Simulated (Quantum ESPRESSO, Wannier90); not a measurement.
# MgTe (zinc blende): Wannier90 run

Materials Project entry mp-13033; symmetrised, unrelaxed at this level. Not found in the COD (Crystallography Open Database) copy used, which has the formula in other groups; not checked further. Method: PBEsol plane waves in Quantum ESPRESSO 7.5 (PseudoDojo norm-conserving files, 68 Ry, no spin polarisation, no spin-orbit coupling), Bloch states on a 8×8×8 mesh through Γ, Wannier90 4.0.1. Density: 8×8×8 mesh, cold smearing 0.01 Ry. Spin-orbit coupling is left out although heavy elements are present.

Input w.win:

```
num_bands = 15
num_wann = 8
exclude_bands = 1-9
num_iter = 0
conv_tol = 1.0e-6
conv_window = 4
dis_num_iter = 1000
dis_conv_tol = 1.0e-6
dis_froz_max = 8.11
write_hr = true
write_u_matrices = true
begin projections
Mg: s;p
Te: s;p
end projections
begin unit_cell_cart
ang
    0.0000000000    3.2320000000    3.2320000000
    3.2320000000    0.0000000000    3.2320000000
    3.2320000000    3.2320000000    0.0000000000
end unit_cell_cart
begin atoms_frac
Mg   0.0000000000  0.0000000000  0.0000000000
Te   0.2500000000  0.2500000000  0.2500000000
end atoms_frac
mp_grid = 8 8 8
begin kpoints
0.0000000000 0.0000000000 0.0000000000
0.0000000000 0.0000000000 0.1250000000
0.0000000000 0.0000000000 0.2500000000
... (509 more lines: the 8x8x8 mesh through Gamma)
end kpoints
```

On the energy scale of pw.x, whose zero is arbitrary, the valence-band maximum lies at 4.33 eV. Lines of w_hr.dat (R1 R2 R3 m n Re Im, eV) for R = 0 and one of the shortest lattice vectors, rounded to 0.01 eV, lines under 0.02 eV left out; orbitals in order: Mg1 s, Mg1 pz, Mg1 px, Mg1 py, Te2 s, Te2 pz, Te2 px, Te2 py.

```
    0    0    0    1    1     6.10     0.00
    0    0    0    5    1    -1.15     0.00
    0    0    0    6    1     1.03     0.00
    0    0    0    7    1     1.03     0.00
    0    0    0    8    1     1.03     0.00
    0    0    0    2    2     9.23     0.00
    0    0    0    5    2    -0.99     0.00
    0    0    0    6    2     0.07     0.00
    0    0    0    7    2     0.99     0.00
    0    0    0    8    2     0.99     0.00
    0    0    0    3    3     9.23     0.00
    0    0    0    5    3    -0.99     0.00
    0    0    0    6    3     0.99     0.00
    0    0    0    7    3     0.07     0.00
    0    0    0    8    3     0.99     0.00
    0    0    0    4    4     9.23     0.00
    0    0    0    5    4    -0.99     0.00
    0    0    0    6    4     0.99     0.00
    0    0    0    7    4     0.99     0.00
    0    0    0    8    4     0.07     0.00
    0    0    0    1    5    -1.15     0.00
    0    0    0    2    5    -0.99     0.00
    0    0    0    3    5    -0.99     0.00
    0    0    0    4    5    -0.99     0.00
    0    0    0    5    5    -3.94     0.00
    0    0    0    1    6     1.03     0.00
    0    0    0    2    6     0.07     0.00
    0    0    0    3    6     0.99     0.00
    0    0    0    4    6     0.99     0.00
    0    0    0    6    6     4.97     0.00
    0    0    0    1    7     1.03     0.00
    0    0    0    2    7     0.99     0.00
    0    0    0    3    7     0.07     0.00
    0    0    0    4    7     0.99     0.00
    0    0    0    7    7     4.96     0.00
    0    0    0    1    8     1.03     0.00
    0    0    0    2    8     0.99     0.00
    0    0    0    3    8     0.99     0.00
    0    0    0    4    8     0.07     0.00
    0    0    0    8    8     4.96     0.00
   -1    0    0    1    1    -0.10     0.00
   -1    0    0    2    1     0.11     0.00
   -1    0    0    3    1    -0.04     0.00
   -1    0    0    4    1     0.11     0.00
   -1    0    0    6    1     0.05     0.00
   -1    0    0    7    1    -0.03     0.00
   -1    0    0    8    1     0.05     0.00
   -1    0    0    1    2    -0.11     0.00
   -1    0    0    2    2     0.25     0.00
   -1    0    0    3    2     0.17     0.00
   -1    0    0    4    2     0.20     0.00
   -1    0    0    5    2    -0.03     0.00
   -1    0    0    6    2     0.07     0.00
   -1    0    0    7    2     0.02     0.00
   -1    0    0    8    2     0.08     0.00
   -1    0    0    1    3    -0.04     0.00
   -1    0    0    2    3    -0.17     0.00
   -1    0    0    3    3    -0.39     0.00
   -1    0    0    4    3    -0.17     0.00
   -1    0    0    5    3     0.07     0.00
   -1    0    0    6    3    -0.07     0.00
   -1    0    0    7    3    -0.08     0.00
   -1    0    0    8    3    -0.06     0.00
   -1    0    0    1    4    -0.11     0.00
   -1    0    0    2    4     0.20     0.00
   -1    0    0    3    4     0.17     0.00
   -1    0    0    4    4     0.25     0.00
   -1    0    0    5    4    -0.03     0.00
   -1    0    0    6    4     0.08     0.00
   -1    0    0    7    4     0.02     0.00
   -1    0    0    8    4     0.07     0.00
   -1    0    0    1    5    -1.15     0.00
   -1    0    0    2    5     0.99     0.00
   -1    0    0    3    5    -0.99     0.00
   -1    0    0    4    5     0.99     0.00
   -1    0    0    6    5    -0.05     0.00
   -1    0    0    7    5     0.05     0.00
   -1    0    0    8    5    -0.05     0.00
   -1    0    0    1    6    -1.03     0.00
   -1    0    0    2    6     0.07     0.00
   -1    0    0    3    6    -0.99     0.00
   -1    0    0    4    6     0.99     0.00
   -1    0    0    5    6     0.05     0.00
   -1    0    0    6    6     0.03     0.00
   -1    0    0    7    6    -0.05     0.00
   -1    0    0    8    6    -0.07     0.00
   -1    0    0    1    7     1.03     0.00
   -1    0    0    2    7    -0.99     0.00
   -1    0    0    3    7     0.07     0.00
   -1    0    0    4    7    -0.99     0.00
   -1    0    0    5    7     0.05     0.00
   -1    0    0    6    7     0.05     0.00
   -1    0    0    7    7    -0.18     0.00
   -1    0    0    8    7     0.05     0.00
   -1    0    0    1    8    -1.03     0.00
   -1    0    0    2    8     0.99     0.00
   -1    0    0    3    8    -0.99     0.00
   -1    0    0    4    8     0.07     0.00
   -1    0    0    5    8     0.05     0.00
   -1    0    0    6    8    -0.07     0.00
   -1    0    0    7    8    -0.05     0.00
   -1    0    0    8    8     0.03     0.00
```
